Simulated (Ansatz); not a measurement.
Zone-centre phonons of BaCa: input and output

Level of theory: DFT LDA, scalar-relativistic, plane waves, PAW in Ansatz.

It can be run as:
```bash
ansatz run input.yaml --threads 1 --pin off --backend cpu --events-out ev --progress --plain --runs-dir out  # memory cap (--max-ram) not shown
```

Input (bare energies are in eV):
```yaml
crystal:
  lattice:
    - [4.527456972, 0.0, 0.0]
    - [0.0, 4.527456972, 0.0]
    - [0.0, 0.0, 4.5205903841]
  atoms:
    - { symbol: Ba, position: [0.0, 0.0, 0.0] }
    - { symbol: Ca, position: [0.5, 0.5, 0.5] }
basis:
  ecutwfc: 420
kpoints:
  mp_grid: { grid: [10, 10, 10] }
hamiltonian:
  xc: lda
scf:
  occupations: { method: fermi_dirac, width: 0.15 }
output:
  eigenvalues: true
phonons:
  method: dfpt
  eigenvectors: true
```

The end of the output:
```
--- Phonons (Γ-DFPT): 4 representative perturbations + reference, on 216 of 1000 k-points (Σ response iterations 12) ---
  k mesh reduced under 8 symmetry operations, with k and −k counted as one. Each operation leaves every solved displacement unchanged or reverses it
  ASR residual: 9.913e-4 → 0.000e0 eV/Å²; symmetrization residual: 7.858e-6 eV/Å²
  ASR residual per site (eV/Å²): 2.22e-4 9.91e-4
  Γ frequencies (cm⁻¹): 0.00 0.00 0.00 129.96 130.14 130.14
  non-analytic LO–TO correction: not included (Born effective charges unavailable; polar crystals: no LO–TO splitting at Γ)
```

The cell was built by swapping an element in a database structure (itself possibly hypothetical) and relaxing; it need not be the stable form of this composition. In a metal, frequencies and elastic constants depend on the k mesh and the smearing, soft modes and shear constants most.